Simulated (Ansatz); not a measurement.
**GaSb (zinc blende), map of one atom of the cell**

Relaxed GaSb (zinc blende):

```xyz
2
Lattice="0.0000 3.1068 3.1068 3.1068 0.0000 3.1068 3.1068 3.1068 0.0000" Properties=species:S:1:pos:R:3 pbc="T T T"
Sb     4.6601     4.6601     4.6601
Ga     0.0000     0.0000     0.0000
```

In this cell atom 1 (Sb, nearest neighbour Ga at 2.691 Å; its periodic images, 4.4 Å or more away, move with it) is moved by u·(1.000, 0.000, 0.000) + v·(0.000, 0.000, 1.000); the rest is frozen.

All values below come from PBE (plane waves to 420 eV, PAW, scalar-relativistic; Ansatz, a program for electronic structure). k mesh 11×11×11 (Γ-centred), Fermi-Dirac smearing 0.05 eV. Energies are smeared free energies. With partly filled bands, energies and forces of such displacements shift with the k mesh and the smearing. Fu and Fv are the components of the force on the atom. At this level the bands of GaSb touch or barely overlap; measurements give the solid a gap. GaSb was relaxed with its symmetry unable to fall. Spin-orbit coupling is left out, though Sb is heavy. ΔE is measured from the undisplaced structure. Axes are in Å.

ΔE (meV/cell), with u across and v down:

```
v \ u   -0.400  -0.200  0.000  0.200  0.400
------  ------  ------  -----  -----  -----
-0.400    1193     706    536    706   1193
-0.200     706     288    140    288    706
0.000      536     140      0    140    536
0.200      706     288    140    288    706
0.400     1193     706    536    706   1193
```

Fu (eV/Å), with u across and v down:

```
v \ u   -0.400  -0.200  0.000  0.200  0.400
------  ------  ------  -----  -----  -----
-0.400    3.12    1.68   0.00  -1.68  -3.12
-0.200    2.66    1.46   0.00  -1.46  -2.66
0.000     2.52    1.38   0.00  -1.38  -2.52
0.200     2.66    1.46   0.00  -1.46  -2.66
0.400     3.12    1.68   0.00  -1.68  -3.12
```

Key numbers:

| Property | Value |
|---|---|
| Principal force constants in the plane (five-point differences of the forces) | 7.1 eV/Å², isotropic |
| Centre of the map | a minimum |
| Lowest place on the grid | u = 0.000 Å, v = 0.000 Å (0 meV/cell) |
| Highest place on the grid, met at several equal points | u = -0.400 Å, v = -0.400 Å; u = 0.400 Å, v = -0.400 Å; u = -0.400 Å, v = 0.400 Å; u = 0.400 Å, v = 0.400 Å (1193 meV/cell) |

(For displaced atoms, the force is minus the slope of the energy, and its curvature is a force constant, which sets phonon frequencies.)
